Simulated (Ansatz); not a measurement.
# Straining Co

Method: Ansatz 0.2.0, DFT PBEsol, scalar-relativistic, plane waves, PAW. Settings: 420 eV cutoff, 21×21×10 k-mesh, Gaussian smearing of 0.10 eV, collinear spin.

The relaxed crystal:

```yaml
crystal:
  lattice:
    - [2.45591, 0.00000, 0.00000]
    - [-1.22796, 2.12688, 0.00000]
    - [0.00000, 0.00000, 3.96804]
  atoms:
    - { symbol: Co, position: [0.33333, 0.66667, 0.25000] }
    - { symbol: Co, position: [0.66667, 0.33333, 0.75000] }
```

Deformation: biaxial strain in the a-b plane, with the length and tilt of c and the atoms relaxed, all within the symmetry that the strain leaves. Energies are extrapolated to zero smearing.

```
strain (%)  ΔE (meV/atom) a (Å) b (Å) c (Å) moment (μB/cell)
      -3.0           35.2  2.382  2.382  4.040              3.11
      -2.0           15.1  2.407  2.407  4.015              3.12
      -1.0            3.7  2.431  2.431  3.991              3.12
      +0.0            0.0  2.456  2.456  3.968              3.13
      +1.0            3.4  2.480  2.480  3.946              3.14
      +2.0           12.9  2.505  2.505  3.925              3.16
      +3.0           27.7  2.530  2.530  3.903              3.19
```

Problem. What stiffness (1/V) d²E/dε² at zero strain does a cubic fit over all points give?

Solution. A cubic fit gives (1/V) d²E/dε² = 1080 GPa at zero strain (twice the biaxial modulus).

Problem. How does the free axis c answer a small strain?

Solution. Between the innermost points its strain is -0.57 times the applied one.